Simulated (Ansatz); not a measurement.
## Compressing MnSe: a fit and a missing row

MnSe, Fm-3m, a = 5.470 Å. Ansatz: r2SCAN, PAW, 500 eV, Γ-centred 14×14×14 mesh on 2 atoms, Gaussian smearing 0.10 eV; collinear spin, largest moment 4.5 μB. Symmetry fixes shape and atoms, so the cell is only scaled; pressure is positive in compression.

```tsv
V (Å³/atom)	P (GPa)
18.000	10.33
18.614	?
19.227	4.58
19.841	2.22
20.454	0.00
21.068	-2.03
21.682	-3.81
22.500	-5.78
```

**Question.** Take V0 = 20.454 Å³/atom, fit the third-order Birch–Murnaghan form to the other rows, and predict the missing pressure.

**Answer.** With the Eulerian strain f = ½[(V0/V)^(2/3) − 1] and y = P/[3f(1 + 2f)^(5/2)], the form is the line y = B0 + 1.5 B0 (B0′ − 4) f. Rows (f, y): 0.04447, 62.6; 0.02105, 65.4; 0.01025, 68.6; -0.00976, 72.8; -0.01906, 73.4; -0.03079, 73.4. Means f = 0.002693, y = 69.367; Σ(Δf)² = 0.003889, ΣΔfΔy = -0.6268; the slope is their ratio. y = 69.80 − 161.2 f GPa, so B0 = 69.8 GPa and B0′ = 4 + 2 × (-161.2)/(3 × 69.80) = 2.46. At V = 18.614, f = 0.03243, y = 64.57 and P = 7.35 GPa. The run gave 7.26 GPa, so the fit is 0.09 GPa too high, within twice the rms miss on the fitted rows (0.06 GPa).

The state reached may not be the lowest one. The cell holds one magnetic atom, so it can only be ferromagnetic; an antiferromagnetic order may lie lower.